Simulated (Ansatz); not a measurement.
Below is a relaxed structure of WF₃. The cell was found from a structure generator's guess, not taken from experiment.

The calculation used DFT PBE, scalar-relativistic, plane waves, PAW (Ansatz). Cutoff 420 eV, Γ-centred mesh, Gaussian smearing, collinear spin.

```
CELL_PARAMETERS angstrom
4.15247 0.00000 0.00000
0.00000 4.15247 0.00000
0.00000 0.00000 4.15247
ATOMIC_POSITIONS crystal
W 0.50000 0.50000 0.50000
F 0.50000 0.50000 0.00000
F 0.50000 0.00000 0.50000
F 0.00000 0.50000 0.50000
```

Formation energies are uncorrected and refer to the elements' standard structures at the same level (F₂ as a molecule).

(1) Find its symmetry and describe it.

(2) How far does it lie from the elements in energy?

(3) Is it a metal?

(4) Which magnetic moments does it keep?

## Answers

(1) Pm-3m (No. 221), the ReO3 type. Conventional cell: a = 4.152 Å. W is surrounded by 6 F at 2.08 Å; F is surrounded by 2 W at 2.08 Å.

(2) −1.796 eV/atom. A negative formation energy is needed for stability but isn't enough: competing phases decide.

(3) No, the gap on the 8×8×8 mesh is 0.24 eV.

(4) 0.75 μB per atom net, the space between the atoms included; by site: W 1.5 μB.

The last run used collinear spin, an 8×8×8 mesh for its 4-atom cell and Gaussian smearing of 0.01 eV. These runs have no spin–orbit coupling, which can matter for W. Kohn–Sham gaps at this level usually fall short of measured ones. The magnetic state reached may not be the lowest. Small gaps are read on the mesh alone, and bands can cross between its points. Symmetry constrained the relaxation, so the result can be a saddle point.
